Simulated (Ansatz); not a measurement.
P (black phosphorus), relaxed with r²SCAN+D4 (Ansatz, a first-principles code, plane waves, PAW): a = 3.2978 Å, b = 10.6877 Å, c = 4.4728 Å, α = β = γ = 90.00°.

| Property | Value |
|---|---|
| gap (eV) | none |

### Question
The same phase is relaxed and computed with r²SCAN in the same code. What are the cell and these values now?

### Answer
a = 3.300 Å, b = 11.017 Å, c = 4.557 Å, α = β = γ = 90.00°.

- gap (eV) = 0.25

Weakly bound layers, chains or molecules computed without a dispersion correction, so cells and soft constants are ill determined: P, black phosphorus with r²SCAN. All cells were relaxed under the symmetry of their starts (and spin orders); stability against distortions was not tested throughout.

Potentials: the earlier of the program's two PAW sets.

Ansatz is a plane-wave DFT program.
